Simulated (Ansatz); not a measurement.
Input:

HPbBrO:
Space group Pnma (No. 62); a = 7.4040 Å, b = 4.0927 Å, c = 10.0105 Å, α = β = γ = 90.00°

| atom | site | symmetry | x | y | z |
|---|---|---|---|---|---|
| H | 4c | .m. | 0.1999 | 0.7500 | 0.1167 |
| Pb | 4c | .m. | 0.1965 | 0.2500 | 0.9171 |
| Br | 4c | .m. | 0.4441 | 0.2500 | 0.1807 |
| O | 4c | .m. | 0.1215 | 0.7500 | 0.0395 |

This is the r²SCAN+D4-relaxed structure.

All from r²SCAN+D4 (plane waves, PAW; program Ansatz), unless another level is named. Estimate the hole effective mass.

0.93, 1.3, 2.7 mₑ (principal values).

What about the electron effective mass with spin–orbit coupling?

0.49, 0.92, 3.7 mₑ (principal values).

Predict the electron effective mass.

0.41, 0.70, 3.5 mₑ (principal values).

What about the gap with spin–orbit coupling?

3.24 eV.

The first step of the workflow began from a Materials Project structure, measured or hypothetical; the Crystallography Open Database copy checked does not list it. Its standing as an ambient phase is unchecked. The r²SCAN+D4 relaxation kept the symmetry of its start; of distortions, only those at the zone centre were tested. Spin–orbit coupling is left out wherever it is not named.

Potentials: the later of the program's two PAW sets.
